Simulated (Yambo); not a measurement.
Yambo run on Sr2OsH6 (space group Fm-3m, No. 225). The wavefunctions are LDA (Quantum ESPRESSO, PseudoDojo norm-conserving, 74 Ry, no spin-orbit coupling) ones on a 4×4×4 mesh (21 occupied bands); a = b = c = 5.391 Å, α = β = γ = 60.00°.

Yambo input:

```
gw0
dyson
el_el_corr
HF_and_locXC
ppa
em1d
EXXRLvcs= 74 Ry
VXCRLvcs= 296 Ry
Chimod= "HARTREE"
% BndsRnXp
 5 | 159 |
%
NGsBlkXp= 7 Ry
% LongDrXp
 1.0 | 1.0 | 1.0 |
%
PPAPntXp= 27.2114 eV
% GbndRnge
 1 | 159 |
%
GTermKind= "BG"
DysSolver= "n"
ExtendOut
% QPkrange
 1 | 1 | 21 | 21 |
 7 | 7 | 21 | 22 |
%
```

k points by index: 1 = Γ, 7 = X.

Table of the .qp output:

```
#    K-point    Band    Eo [eV]    E [eV]    E-Eo [eV]    Vxc [eV]    Vnlxc [eV]    Sc|Eo [eV]    Sc|E [eV]    dSc/dw|Eo [eV]    Re(Z)    Im(Z)
#
    1    21    0.000000    -0.235752    -0.235752    -16.97136    -19.90425    2.636172    2.697136    -7.032424    0.794633    -0.001732
    7    21    -0.066468    -0.264407    -0.197938    -16.85288    -19.68349    2.581341    2.632672    -7.051547    0.794189    -0.001810
    7    22    2.251652    3.310379    1.058727    -12.64442    -8.015924    -3.356212    -3.569769    -5.488288    0.832159    -0.001164
```
(The two width columns are left out.) Convergence of these settings isn't established.

Geometry of the Materials Project entry, not relaxed at this level.

The structure is a Materials Project entry; no match was found in the copy of COD used, and its stability was not checked.
